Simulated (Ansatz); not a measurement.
An Ansatz (a quantum-chemistry and plane-wave program) run. Input:

Ansatz 0.2 input:
```yaml
crystal:
  lattice:
    - [2.7821236268, 0.0, 0.0]
    - [0.0, 4.6732253418, 0.0]
    - [0.0, 0.0, 4.889886924]
  atoms:
    - { symbol: Ti, position: [0.0, 0.5, 0.1632370607] }
    - { symbol: Al, position: [0.5, 0.5, 0.6641640861] }
    - { symbol: Al, position: [0.5, 0.0, 0.3329314429] }
    - { symbol: Al, position: [0.0, 0.0, 0.8396674103] }
kpoints:
  mp_grid: { grid: [15, 9, 9] }
hamiltonian:
  xc: pbesol
  pseudopotentials: { kind: paw }
scf:
  occupations: { method: fermi_dirac, width: 0.1 }
phonons:
  method: dfpt
  response_accuracy: low
  eigenvectors: true
  rigid_motions: translations
```

Output (shortened):

```
Pseudopotential: Ti, paw, valence charge 12
Pseudopotential: Al, paw, valence charge 3
Functional definition: PBEsol
Crystal: 4 atoms, lattice volume = 63.576 Å³
Basis set: ecut = 420 eV, 1243 PW (Γ), exchange–correlation on 40×64×72 points (8 copies of the dense FFT grid, shifted against one another)
Bands: 15, of which v1, the nominal top of the filled ones, is band 11 counted from 1 (10 counted from 0)
Symmetry: 4 space group operations
k-points: 200 of 1215 (time reversal used)
SCF iter   1: F=—  HF=-4048.566406 eV  |F-HF|=—  |Δ(HF+E_count)|=         —  Δρ=4.42e-3  dr2=1.58e-2  ethr=1.77e-3  ⟨swp⟩=5.6  Hψ=17475  notcnv=0
preconditioner: auto → Kerker (q_TF=auto, 2.268 Å⁻¹)
SCF iter   2: F=—  HF=-4048.563919 eV  |F-HF|=—  |Δ(HF+E_count)|=   2.49e-3  Δρ=2.15e-3  dr2=4.24e-3  ethr=7.52e-5  ⟨swp⟩=1.0  Hψ=4600  notcnv=0
SCF iter   3: F=—  HF=-4048.563006 eV  |F-HF|=—  |Δ(HF+E_count)|=   9.13e-4  Δρ=3.47e-4  dr2=1.45e-4  ethr=2.02e-5  ⟨swp⟩=2.3  Hψ=3985  notcnv=0
SCF iter   4: F=—  HF=-4048.562971 eV  |F-HF|=—  |Δ(HF+E_count)|=   3.57e-5  Δρ=4.30e-5  dr2=1.26e-6  ethr=6.90e-7  ⟨swp⟩=2.1  Hψ=4055  notcnv=0
SCF iter   5: F=—  HF=-4048.562969 eV  |F-HF|=—  |Δ(HF+E_count)|=   1.92e-6  Δρ=1.08e-5  dr2=9.32e-8  ethr=5.99e-9  ⟨swp⟩=2.4  Hψ=4476  notcnv=0
SCF iter   6: F=—  HF=-4048.562969 eV  |F-HF|=—  |Δ(HF+E_count)|=   2.35e-8  Δρ=3.47e-6  dr2=5.13e-9  ethr=4.44e-10  ⟨swp⟩=2.5  Hψ=5249  notcnv=0
SCF iter   7: F=—  HF=-4048.562969 eV  |F-HF|=—  |Δ(HF+E_count)|=   2.39e-9  Δρ=5.52e-7  dr2=3.19e-10  ethr=2.44e-11  ⟨swp⟩=2.2  Hψ=4943  notcnv=0
SCF iter   8: F=-4048.562969 eV  HF=-4048.562969 eV  |F-HF|=4.09e-12  |Δ(HF+E_count)|=  5.37e-11  Δρ=1.02e-7  dr2=6.00e-12  ethr=1.00e-12  ⟨swp⟩=3.8  Hψ=12650  notcnv=0
SCF 1 converged in 8 iterations: F = -4048.562969 eV  dr2 = 6.00e-12
DFPT response loops at Γ: preconditioner auto → Kerker (q_TF=auto, 2.268 Å⁻¹) (partly filled bands, converged f_vac=0.000) …
SCF converged after 8 iterations
Free energy (F): -4048.562969 eV
Harris-Foulkes:  -4048.562969 eV  (|F-HF|=4.09e-12)
Internal energy: -4048.475709 eV  (E = F + TS)
E sigma→0 (E₀):  -4048.519339 eV
Entropy (-TS):   -0.087260 eV (-21.815 meV/atom)
Fermi energy:    9.552545 eV
--- Per-component energies (eV) ---
  E_band       = -151.786387
  E_kinetic    = 343.802852
  E_local      = -1288.506673  (includes V_loc(G=0)·N_el)
  E_nonlocal   = 41.576673
  E_hartree    = 572.152833
  E_xc         = -216.156439
  E_vxc        = -210.589525  (∫ρ·V_xc dr)
  E_paw        = -2387.504786  (= ΣΔE_a)
  E_vpaw       = -182.375516  (= ΣTr[D̂ρ^β])
  E_aug_tail   = 0.000110  (compensation charges beyond the density's cutoff)
  E_ewald      = -1114.037081
  E_core_change = 0.196801  (= ΣΔE_core)
  E_smearing   = -0.087260  (= −TS)
  E_closure    = 0.000000  (closes the sum)
  Σ components = -4048.562969   (vs F -4048.562969, Δ=0.00e0)
  [band-id]    e_kinetic+e_local+e_nonlocal+2·e_hartree+e_vxc+e_vpaw+e_augmentation_tail = -151.786413   (vs E_band -151.786387, Δ=-2.62e-5)
--- Band table (eV; the first three rows and the last of 200) ---
  k-point 0: bands = ["-46.6295", "-23.0683", "-23.0677", "-22.6628", "-0.7028", "4.3436", "5.6275", "5.9657", "6.8363", "8.6891", "9.1007", "12.0588", "12.1322", "12.1992", "12.2821"]
  k-point 1: bands = ["-46.6295", "-23.0686", "-23.0676", "-22.6628", "-0.6272", "3.8782", "5.7453", "5.9747", "7.3057", "8.6562", "9.0478", "11.7705", "12.0474", "12.1335", "12.2122"]
  k-point 2: bands = ["-46.6295", "-23.0693", "-23.0676", "-22.6628", "-0.4042", "3.0255", "5.9984", "6.0173", "8.1356", "8.5728", "8.8652", "11.4206", "12.0193", "12.0650", "12.1370"]
  k-point 199: bands = ["-46.5612", "-23.1930", "-23.0052", "-23.0032", "5.1911", "5.6927", "6.0528", "6.5379", "7.0036", "7.3096", "8.6450", "9.6755", "10.6313", "11.6830", "11.9947"]
--- Phonons (Γ-DFPT): 12 representative perturbations + reference, on 200 of 1215 k-points (Σ response iterations 35) ---
  ASR residual: 1.135e-3 → 0.000e0 eV/Å²; symmetrization residual: 1.036e-4 eV/Å²
  ASR residual per site (eV/Å²): 1.14e-3 7.87e-5 1.70e-4 4.65e-5
  Γ frequencies (cm⁻¹): 0.00 0.00 0.00 127.40 168.00 183.38 198.04 249.64 260.65 313.58 331.16 332.67
  non-analytic LO–TO correction: not included (Born effective charges unavailable; polar crystals: no LO–TO splitting at Γ)
```

Cost: about 2.8 core-minutes (a rough figure) on shared cores.

Space group Pmm2. The first step of the workflow began from a Materials Project structure, measured or hypothetical; the Crystallography Open Database copy checked does not list it. With Ti and Al taken as one species the cell has the higher symmetry P6_3/mmc, so it may be an ordered model of a mixed-site phase. Whether it is the stable phase at ambient conditions was not checked. Symmetry was held in the PBEsol relaxation; whether a distortion lowers the energy is not shown. No spin polarisation was allowed. As this level gives no gap, phonon frequencies hold no LO–TO term and depend on the k-mesh and smearing (Fermi–Dirac, 0.1 eV here).

Potentials: the later of the program's two PAW sets.

Ansatz is a plane-wave DFT program.
